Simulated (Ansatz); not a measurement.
Input, command and steps of an Ansatz relaxation.

```yaml
crystal:
  lattice:
    - [6.7135980242, 0.0, 0.0]
    - [-3.3567990121, 5.8141464397, 0.0]
    - [0.0, 0.0, 5.8565726563]
  atoms:
    - { symbol: Na, position: [0.3788362855, 0.0, 0.25] }
    - { symbol: Na, position: [0.0, 0.3788362855, 0.25] }
    - { symbol: Na, position: [0.6211637145, 0.6211637145, 0.25] }
    - { symbol: Na, position: [0.6211637145, 0.0, 0.75] }
    - { symbol: Na, position: [0.3788362855, 0.3788362855, 0.75] }
    - { symbol: Na, position: [0.0, 0.6211637145, 0.75] }
    - { symbol: Ba, position: [0.0, 0.0, 0.0] }
    - { symbol: Ba, position: [0.0, 0.0, 0.5] }
basis:
  ecutwfc: 420
kpoints:
  mp_grid: { grid: [3, 3, 4] }
hamiltonian:
  xc: pbe
scf:
  occupations: { method: gaussian, width: 0.1 }
  lower_state_search: "off"
output:
  forces: true
  stress: true
  eigenvalues: true
relax:
  adjacent_minimum: "off"
  f_tol: 0.04
  max_steps: 70
  cell: { stress_tol: 0.4 }
```

```bash
ansatz run input.yaml --threads 1 --pin off --max-ram 2560MiB --backend cpu --events-out ev --progress --plain --runs-dir out
```

Computed with Ansatz 0.2.0, DFT PBE, scalar-relativistic, plane waves, PAW.

Of 13 frames 10 are shown, positions in Å and forces in eV/Å; the SCF threshold varies from step to step. Steps run on the plane waves of an earlier cell, with a Pulay correction in the pressure. The basis is chosen afresh for the last frame, the zero of the energies, and at times for earlier ones too; energy and pressure step there, also at an unchanged geometry. Here that happened at step 8 (-25 meV/atom, 0.9 GPa); the frames before carry an error of that size.

```xyz
8
Lattice="6.7136 0.0000 0.0000 -3.3568 5.8141 0.0000 0.0000 0.0000 5.8566" Properties=species:S:1:pos:R:3:forces:R:3 pbc="T T T" step=1 free_energy_over_end_meV_per_atom=752.31 pressure_GPa=9.40
Na    2.5434    0.0000    1.4641    1.7737    0.0000    0.0000
Na   -1.2717    2.2026    1.4641   -0.8868    1.5360    0.0000
Na    2.0851    3.6115    1.4641   -0.8868   -1.5360    0.0000
Na    4.1702    0.0000    4.3924   -1.7737    0.0000    0.0000
Na    1.2717    2.2026    4.3924    0.8868    1.5360    0.0000
Na   -2.0851    3.6115    4.3924    0.8868   -1.5360    0.0000
Ba    0.0000    0.0000    0.0000    0.0000    0.0000    0.0000
Ba    0.0000    0.0000    2.9283    0.0000    0.0000    0.0000
8
Lattice="6.8928 0.0000 0.0000 -3.4464 5.9694 0.0000 0.0000 0.0000 6.1419" Properties=species:S:1:pos:R:3:forces:R:3 pbc="T T T" step=2 free_energy_over_end_meV_per_atom=437.21 pressure_GPa=5.66
Na    2.7787    0.0000    1.5355    1.0262    0.0000    0.0000
Na   -1.3894    2.4064    1.5355   -0.5131    0.8888    0.0000
Na    2.0571    3.5629    1.5355   -0.5131   -0.8888    0.0000
Na    4.1141    0.0000    4.6064   -1.0262    0.0000    0.0000
Na    1.3894    2.4064    4.6064    0.5131    0.8888    0.0000
Na   -2.0571    3.5629    4.6064    0.5131   -0.8888    0.0000
Ba    0.0000    0.0000    0.0000    0.0000    0.0000    0.0000
Ba    0.0000    0.0000    3.0710    0.0000    0.0000    0.0000
8
Lattice="7.1624 0.0000 0.0000 -3.5812 6.2028 0.0000 0.0000 0.0000 6.7121" Properties=species:S:1:pos:R:3:forces:R:3 pbc="T T T" step=4 free_energy_over_end_meV_per_atom=156.67 pressure_GPa=1.96
Na    3.1659    0.0000    1.6780    0.4116    0.0000    0.0000
Na   -1.5830    2.7418    1.6780   -0.2058    0.3565    0.0000
Na    1.9982    3.4611    1.6780   -0.2058   -0.3565    0.0000
Na    3.9965    0.0000    5.0341   -0.4116    0.0000    0.0000
Na    1.5830    2.7418    5.0341    0.2058    0.3565    0.0000
Na   -1.9982    3.4611    5.0341    0.2058   -0.3565    0.0000
Ba    0.0000    0.0000    0.0000    0.0000    0.0000    0.0000
Ba    0.0000    0.0000    3.3561    0.0000    0.0000    0.0000
8
Lattice="7.2385 0.0000 0.0000 -3.6193 6.2688 0.0000 0.0000 0.0000 6.9963" Properties=species:S:1:pos:R:3:forces:R:3 pbc="T T T" step=5 free_energy_over_end_meV_per_atom=93.37 pressure_GPa=0.93
Na    3.3332    0.0000    1.7491    0.2517    0.0000    0.0000
Na   -1.6666    2.8866    1.7491   -0.1259    0.2180    0.0000
Na    1.9527    3.3822    1.7491   -0.1259   -0.2180    0.0000
Na    3.9054    0.0000    5.2472   -0.2517    0.0000    0.0000
Na    1.6666    2.8866    5.2472    0.1259    0.2180    0.0000
Na   -1.9527    3.3822    5.2472    0.1259   -0.2180    0.0000
Ba    0.0000    0.0000    0.0000    0.0000    0.0000    0.0000
Ba    0.0000    0.0000    3.4982    0.0000    0.0000    0.0000
8
Lattice="7.2700 0.0000 0.0000 -3.6350 6.2960 0.0000 0.0000 0.0000 7.2772" Properties=species:S:1:pos:R:3:forces:R:3 pbc="T T T" step=6 free_energy_over_end_meV_per_atom=62.34 pressure_GPa=-0.01
Na    3.5042    0.0000    1.8193    0.1070    0.0000    0.0000
Na   -1.7521    3.0347    1.8193   -0.0535    0.0926    0.0000
Na    1.8829    3.2613    1.8193   -0.0535   -0.0926    0.0000
Na    3.7658    0.0000    5.4579   -0.1070    0.0000    0.0000
Na    1.7521    3.0347    5.4579    0.0535    0.0926    0.0000
Na   -1.8829    3.2613    5.4579    0.0535   -0.0926    0.0000
Ba    0.0000    0.0000    0.0000    0.0000    0.0000    0.0000
Ba    0.0000    0.0000    3.6386    0.0000    0.0000    0.0000
8
Lattice="7.2572 0.0000 0.0000 -3.6286 6.2849 0.0000 0.0000 0.0000 7.3217" Properties=species:S:1:pos:R:3:forces:R:3 pbc="T T T" step=8 free_energy_over_end_meV_per_atom=31.98 pressure_GPa=0.77
Na    3.5999    0.0000    1.8304    0.0234    0.0000    0.0000
Na   -1.8000    3.1176    1.8304   -0.0117    0.0203    0.0000
Na    1.8286    3.1673    1.8304   -0.0117   -0.0203    0.0000
Na    3.6573    0.0000    5.4913   -0.0234    0.0000    0.0000
Na    1.8000    3.1176    5.4913    0.0117    0.0203    0.0000
Na   -1.8286    3.1673    5.4913    0.0117   -0.0203    0.0000
Ba    0.0000    0.0000    0.0000    0.0000    0.0000    0.0000
Ba    0.0000    0.0000    3.6609    0.0000    0.0000    0.0000
8
Lattice="7.2801 0.0000 0.0000 -3.6400 6.3047 0.0000 0.0000 0.0000 7.6145" Properties=species:S:1:pos:R:3:forces:R:3 pbc="T T T" step=9 free_energy_over_end_meV_per_atom=16.40 pressure_GPa=0.39
Na    3.6222    0.0000    1.9036    0.0142    0.0000    0.0000
Na   -1.8111    3.1369    1.9036   -0.0071    0.0123    0.0000
Na    1.8290    3.1678    1.9036   -0.0071   -0.0123    0.0000
Na    3.6579    0.0000    5.7109   -0.0142    0.0000    0.0000
Na    1.8111    3.1369    5.7109    0.0071    0.0123    0.0000
Na   -1.8290    3.1678    5.7109    0.0071   -0.0123    0.0000
Ba    0.0000    0.0000    0.0000    0.0000    0.0000    0.0000
Ba    0.0000    0.0000    3.8073    0.0000    0.0000    0.0000
8
Lattice="7.2393 0.0000 0.0000 -3.6196 6.2694 0.0000 0.0000 0.0000 7.9074" Properties=species:S:1:pos:R:3:forces:R:3 pbc="T T T" step=10 free_energy_over_end_meV_per_atom=6.35 pressure_GPa=0.20
Na    3.6043    0.0000    1.9768    0.0121    0.0000    0.0000
Na   -1.8021    3.1214    1.9768   -0.0061    0.0105    0.0000
Na    1.8175    3.1480    1.9768   -0.0061   -0.0105    0.0000
Na    3.6350    0.0000    5.9305   -0.0121    0.0000    0.0000
Na    1.8021    3.1214    5.9305    0.0061    0.0105    0.0000
Na   -1.8175    3.1480    5.9305    0.0061   -0.0105    0.0000
Ba    0.0000    0.0000    0.0000    0.0000    0.0000    0.0000
Ba    0.0000    0.0000    3.9537    0.0000    0.0000    0.0000
8
Lattice="7.1700 0.0000 0.0000 -3.5850 6.2094 0.0000 0.0000 0.0000 8.3118" Properties=species:S:1:pos:R:3:forces:R:3 pbc="T T T" step=12 free_energy_over_end_meV_per_atom=0.95 pressure_GPa=0.01
Na    3.5841    0.0000    2.0780    0.0007    0.0000    0.0000
Na   -1.7920    3.1039    2.0780   -0.0003    0.0006    0.0000
Na    1.7930    3.1055    2.0780   -0.0003   -0.0006    0.0000
Na    3.5859    0.0000    6.2339   -0.0007    0.0000    0.0000
Na    1.7920    3.1039    6.2339    0.0003    0.0006    0.0000
Na   -1.7930    3.1055    6.2339    0.0003   -0.0006    0.0000
Ba    0.0000    0.0000    0.0000    0.0000    0.0000    0.0000
Ba    0.0000    0.0000    4.1559    0.0000    0.0000    0.0000
8
Lattice="7.1700 0.0000 0.0000 -3.5850 6.2094 0.0000 0.0000 0.0000 8.3118" Properties=species:S:1:pos:R:3:forces:R:3 pbc="T T T" step=13 free_energy_over_end_meV_per_atom=0.00 pressure_GPa=0.05
Na    3.5841    0.0000    2.0780    0.0007    0.0000    0.0000
Na   -1.7920    3.1039    2.0780   -0.0003    0.0006    0.0000
Na    1.7930    3.1055    2.0780   -0.0003   -0.0006    0.0000
Na    3.5859    0.0000    6.2339   -0.0007    0.0000    0.0000
Na    1.7920    3.1039    6.2339    0.0003    0.0006    0.0000
Na   -1.7930    3.1055    6.2339    0.0003   -0.0006    0.0000
Ba    0.0000    0.0000    0.0000    0.0000    0.0000    0.0000
Ba    0.0000    0.0000    4.1559    0.0000    0.0000    0.0000
```

The start is a random arrangement. The cell swells from 28.6 to 46.3 Å³ an atom, so the end can be far from any stable crystal. At the end the space group is P6/mmm (tolerance 0.05 Å).

The run took 3 min on 1 thread of Intel(R) Xeon(R) Platinum 8259CL CPU @ 2.50GHz (Skylake/Cascade Lake) (shared host), peak memory 0.62 GiB.

The k mesh is coarse.